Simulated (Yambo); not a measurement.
Material: RbScS2O8 (space group P321, No. 150); a = b = 5.060 Å, c = 8.769 Å, α = β = 90.00°, γ = 120.00° (12 atoms in the cell). The geometry is that of Materials Project entry mp-1209187, symmetrised and not relaxed again.

With norm-conserving PBEsol (Quantum ESPRESSO, 84 Ry, no spin-orbit coupling), the gap between the mesh's edge points (A → (0, 0.333, -0.5)) is 4.364 eV.

Problem. By how much does one-shot G0W0 (Yambo; 3×3×2 Γ-centred k mesh, bands 2 to 286 and a 7 Ry block in the screening, 286 bands in G with the Bruneval-Gonze terminator, plasmon pole fitted at 27.2 eV) open this gap, and what gap results?

Solution. The correction is 3.728 eV, giving 8.092 eV, 1.9 times the PBEsol value.  Nearest settings tried, and what they do to the gap: 187 bands in G: -4 meV; 113 bands in W, 113 bands in G: +106 meV; 3 Ry block (135 vectors against 393): +242 meV. Not varied: mesh. So the settings aren't converged at that level. 

The structure is a Materials Project entry; no match was found in the copy of COD used, and its stability was not checked.
